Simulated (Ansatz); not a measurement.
# What DFT gives for RhSeCl

```yaml
crystal:
  lattice:
    - [4.22696, 0.00000, 0.00000]
    - [0.00000, 3.76969, 0.00000]
    - [0.00000, 0.00000, 8.95581]
  atoms:
    - { symbol: Rh, position: [0.00000, 0.50000, 0.12200] }
    - { symbol: Rh, position: [0.50000, 0.00000, 0.87800] }
    - { symbol: Cl, position: [0.00000, 0.00000, 0.32000] }
    - { symbol: Cl, position: [0.50000, 0.50000, 0.68000] }
    - { symbol: Se, position: [0.00000, 0.00000, 0.93500] }
    - { symbol: Se, position: [0.50000, 0.50000, 0.06500] }
```

Method: PBEsol, with U_eff = 2.28 eV on Rh d (all-electron-ortho-atomic projectors), spin-orbit coupling; PAW, plane waves to 420 eV, 4×5×2 Γ-centred mesh, fermi-dirac occupations (width 0.1 eV) (Ansatz 0.2.0), atoms fixed.

The state carries no moments; the state need not be the lowest.

Q: Which atom feels the largest force, and which way?

A: The largest is on Rh2 (and as large on other atoms): 2.35 eV/Å, components (0.00, 0.00, -2.35). It makes 104° with the line to a nearest neighbour, Se5 at 2.17 Å.

Q: Is the cell too large or too small?

A: The pressure is 9.7 GPa (compression positive), so with the atoms held at these fractions the cell would first expand; the forces are large, so a full relaxation may end otherwise. The principal stresses -8.3, -5.2, 42.4 GPa differ, so its shape would change too.

Q: What happens at the Fermi level?

A: It is a metal, with about 1.9 states/eV a cell as the mean within 0.25 eV of the Fermi level, mostly Rh d (48 %), Se p (24 %) and Cl p (18 %).

Q: How is the charge shared?

A: Bader charges in e: Rh +0.27, Se +0.13, Cl -0.40. In the mean Rh gives up most and Cl takes most.

Origin: a known structure type with other elements, at an estimated volume, so it need not be a known compound. Caveats: the k mesh is coarse if the cell is a metal; atoms or cell far from equilibrium; the SCF threshold is loose for a stress.
